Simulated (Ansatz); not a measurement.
**Generalised stacking-fault energy along a line for KI (rock salt)**

KI (rock salt) is sheared across one {100} plane: the third cell vector gains the shift, so faults repeat every 10.8 Å. The cut lies between planes 3.59 Å apart; the cell height is held.

```xyz
6
Lattice="5.0779 0.0000 0.0000 0.0000 5.0779 0.0000 2.5390 2.5390 10.7719" Properties=species:S:1:pos:R:3 pbc="T T T"
I      2.1158     2.1158     8.9766
I      2.1158     2.1158     1.7953
I      4.6548     4.6548     5.3859
K      4.6548     4.6548     8.9766
K      4.6548     4.6548     1.7953
K      2.1158     2.1158     5.3859
```

In-plane vectors a = (5.078, 0.000) Å, b = (0.000, 5.078) Å, area 25.79 Å². The shift is s times the vector a (length 5.078 Å), so s = 1 restores the start. The shift is rigid: no atom relaxes. γ = [E(shift) − E(0)] / area.

Computed with PBE (plane waves to 420 eV, PAW, scalar-relativistic; Ansatz, a first-principles code). k mesh 6×6×6 (Γ-centred), Fermi-Dirac smearing 0.05 eV. E is the zero-smearing estimate. Faults lie only 10.8 Å apart, and holding the cell height and the atoms raises γ above its relaxed value. KI was relaxed with its symmetry unable to fall. Spin-orbit coupling is left out, though I is heavy. The relaxed volume of KI is well above the measured one; the method has no dispersion term. γ is measured from zero shift.

| shift (Å) | γ (mJ/m²) |
|---|---|
| 0.000 | 0 |
| 0.423 | 9 |
| 0.846 | 34 |
| 1.269 | 73 |
| 1.693 | 118 |
| 2.116 | 153 |
| 2.539 | 167 |
| 2.962 | 153 |
| 3.385 | 118 |
| 3.808 | 73 |
| 4.232 | 34 |
| 4.655 | 9 |

Key numbers:

| Property | Result |
|---|---|
| Highest computed γ on the line | 167 mJ/m² |
| Position of the highest point | s = 0.500 |
| Local minima between the ends | no computed point is one |
| Steepest slope dγ/d(shift) before the first maximum (spline) | 1.1 GPa |

(The slope of γ gives the shear force per area between the displaced halves; near zero shift its curvature is an elastic stiffness.)
